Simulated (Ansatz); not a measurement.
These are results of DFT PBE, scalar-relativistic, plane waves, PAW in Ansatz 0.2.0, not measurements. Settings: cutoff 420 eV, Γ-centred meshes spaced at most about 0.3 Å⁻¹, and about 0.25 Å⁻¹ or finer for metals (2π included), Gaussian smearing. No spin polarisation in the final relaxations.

These are static total energies at zero pressure. All come from trial cells, and lower structures may exist.

Question: Which of these relaxed structures of PC2 is the lowest in energy?
1.

```xyz
6
Lattice="2.8526 0.0000 0.0000 -1.4263 2.4704 0.0000 0.0000 0.0000 7.0277" Properties=species:S:1:pos:R:3 pbc="T T T"
P     0.0000    0.0000    0.0000
P     0.0000    0.0000    3.5139
C     0.0000    1.6470    5.9792
C     0.0000    1.6470    4.5625
C     1.4263    0.8235    1.0486
C     1.4263    0.8235    2.4653
```

2.

```xyz
6
Lattice="3.7473 0.0000 0.0000 0.0000 4.5758 0.0000 0.0000 0.0000 2.8442" Properties=species:S:1:pos:R:3 pbc="T T T"
P     0.0000    0.0000    0.0000
P     1.8736    2.2879    1.4221
C     0.5596    1.8610    0.0000
C     3.1877    2.7148    0.0000
C     2.4332    0.4269    1.4221
C     1.3141    4.1489    1.4221
```

Answer: 2. It has the marcasite type, space group Pnnm (No. 58); the next, 1, with space group P6_3/mmc (No. 194), lies 16 meV/atom higher. Counting C atoms around P (those within 1.25 times the shortest such distance or 1.15 times the sum of covalent radii), the lowest and the next both have P 6. The lowest and the next both hold C–C pairs. Even the lowest lies +0.74 eV/atom against the elements.

Cells relaxed within their symmetry can be saddle points. Some types were kept out of the candidates beforehand, so the set may lack a known form.
